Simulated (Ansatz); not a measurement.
WS2: zone-centre modes

Theory: DFT PBE, scalar-relativistic, plane waves, PAW in Ansatz 0.2.0. Plane waves to 420 eV; Γ-centred k mesh 12×12×2; fixed occupations. No spin polarisation. Phonons by linear response, acoustic sum rule imposed.

The cell, relaxed at this level:
```
CELL_PARAMETERS angstrom
3.18772 0.00000 0.00000
-1.59386 2.76065 0.00000
0.00000 0.00000 14.85633
ATOMIC_POSITIONS crystal
W 0.33333 0.66667 0.25000
W 0.66667 0.33333 0.75000
S 0.33333 0.66667 0.64425
S 0.66667 0.33333 0.14425
S 0.33333 0.66667 0.85575
S 0.66667 0.33333 0.35575
```

The crystal is built of layers and no dispersion correction was added, so the binding between them is poorly described, and with it their spacing and whatever depends on it. Spin–orbit coupling is left out, which matters for heavy elements.

Optical modes at Γ (transverse, no macroscopic field); i marks an imaginary frequency:
```csv
frequency (cm⁻¹),degeneracy,IR intensity of the level ((D/Å)²/amu),Raman activity of the level (Å⁴/amu)
≈0,2,0.00,0.0
7,1,0.00,0.0
287,2,0.00,0.0
287,2,0.00,0.8
344,2,0.48,0.0
344,2,0.00,702.1
407,1,0.00,0.0
407,1,0.00,182.8
425,1,0.03,0.0
426,1,0.00,0.0
```

All 15 optical modes at Γ are real: no displacement of atoms at fixed cell lowers the energy to second order. Strains and modes at other wave vectors aren't tested by this run.

| Property | Result |
| --- | --- |
| Electronic dielectric constant ε∞ (principal values) | 3.25, 11.63, 11.63 |
| Static dielectric constant ε0 (principal values) | 3.3, 11.7, 11.7 |
| Refractive index √ε∞, mean | 2.97 |
| Kohn–Sham gap on the mesh | 1.63 eV |
| Cost | 20 min on 2 threads of Arm Neoverse V2, with other jobs on the host, peak memory 2.6 GiB |

Born effective charges (e):
| atom | Z*xx | Z*yy | Z*zz | mean |
| --- | --- | --- | --- | --- |
| W (atom 1) | -0.50 | -0.50 | -0.17 | -0.39 |
| S (atom 3) | 0.25 | 0.25 | 0.08 | 0.19 |